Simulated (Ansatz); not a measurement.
Moment against volume in GdIn (Pm-3m)

```yaml
crystal:
  lattice:
    - [3.83000, 0.00000, 0.00000]
    - [0.00000, 3.83000, 0.00000]
    - [0.00000, 0.00000, 3.83000]
  atoms:
    - { symbol: Gd, position: [0.00000, 0.00000, 0.00000] }
    - { symbol: In, position: [0.50000, 0.50000, 0.50000] }
```

The reference geometry is a structure as deposited in COD; nothing is relaxed.

The runs share LDA, 10×10×10 k mesh, Fermi–Dirac smearing of 0.03 eV. PAW means Ansatz 0.2.0 on its default frozen-core files; LAPW is all-electron LAPW in Ansatz 0.2.0. Site moments are integrated in spheres about the atoms, whose radii differ between the methods. Start moments of the first PAW run (μB): Gd1 7.

The cell shown is scaled evenly to other volumes, and every spin-polarised run starts from the same moments.

The search for lower states is left at its default.

Over V/V₀ from 0.7 to 1.2, do the moments collapse, and if so where?

The moments survive down to the smallest volume, V/V₀ = 0.7 at 28 GPa, where the largest is 6.94 μB.
| V/V₀ | Å³/atom | M PAW (μB/cell) | M LAPW (μB/cell) | largest site moment, PAW (μB) | P PAW (GPa) | P LAPW (GPa) | F − F(unpolarised), PAW (meV/atom) |
| --- | --- | --- | --- | --- | --- | --- | --- |
| 0.7 | 19.66 | 7.06 | 7.06 | 6.94 | 27.8 | 27.8 | -3441 |
| 0.76 | 21.35 | 7.08 | – | 6.97 | 15.6 | – | -3485 |
| 0.82 | 23.03 | 7.10 | 7.09 | 6.98 | 7.2 | 7.2 | -3509 |
| 0.88 | 24.72 | 7.11 | – | 7.00 | 1.3 | – | -3521 |
| 0.94 | 26.41 | 7.11 | – | 7.00 | -2.7 | – | -3523 |
| 1 | 28.09 | 7.12 | 7.12 | 7.00 | -5.5 | -5.5 | -3521 |
| 1.06 | 29.78 | 7.11 | 7.11 | 7.00 | -7.5 | -7.4 | -3514 |
| 1.12 | 31.46 | 7.10 | 7.09 | 6.99 | -8.8 | -8.7 | -3505 |
| 1.2 | 33.71 | 7.08 | 7.08 | 6.97 | -9.7 | -9.7 | -3489 |

How fast does the largest site moment change with volume about V₀?

d ln m/d ln V ≈ ln(6.999/7.000)/ln(1.06/0.94) = 0.00. A value this small marks a localised or saturated moment.

Fit a third-order Birch–Murnaghan equation to the PAW pressures of the magnetic runs between 0.85 and 1.11 V₀. What are the zero-pressure volume and bulk modulus?

V = 25.20 Å³/atom (0.897 V₀), B = 65 GPa, B′ = 4.5, with a worst miss of 0.01 GPa. Cell shape and inner coordinates are held, so these aren't the relaxed crystal's values unless symmetry fixes them.

The PAW files were made with PBE; the program remakes their cores once for the run's functional and then keeps them frozen. Without U a semilocal functional puts the f levels too near the Fermi level, which can change moments and the order of magnetic states; site and cell moments are spin moments.  Spin–orbit coupling is left out although heavy atoms are present. With open f shells a run can end in a state that isn't the lowest. The magnetic state is the one that this cell and start allow. It needn't be the compound's measured order, which may need a larger cell or be absent.
